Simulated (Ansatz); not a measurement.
Ta2N (anti-CdI2 type, P-3m1), r²SCAN in the plane-wave PAW code Ansatz, all energies at zero smearing, with the estimated change up to a 700 eV cutoff added, with one set of potentials and settings (totals compare only within such a set). Cell of 3 atoms (1 N, 2 Ta): -20276.198 eV.

```json
[
 {"element": "N", "reference phase": "Pa-3, 8 atoms in the cell", "E (eV/atom)": "-384.8315"},
 {"element": "Ta", "reference phase": "Im-3m, 1 atoms in the cell", "E (eV/atom)": "-9944.3222"}
]
```

Formation energy per atom, worked out: (-20276.198 − 1×(-384.8315) − 2×(-9944.3222))/3 = -0.907 eV/atom (-88 kJ per mol of atoms), at 0 K, without zero-point energy or fitted corrections.

The r²SCAN relaxation kept the symmetry of its start; of distortions, only those at the zone centre were tested. The run is not spin-polarised. The volume moved by 19 % from the start of the relaxation. The references are the lowest solids computed at this level, not always the standard phases (solids in place of the gases). Spin–orbit coupling is left out wherever it is not named.

Potentials: the later of the program's two PAW sets.
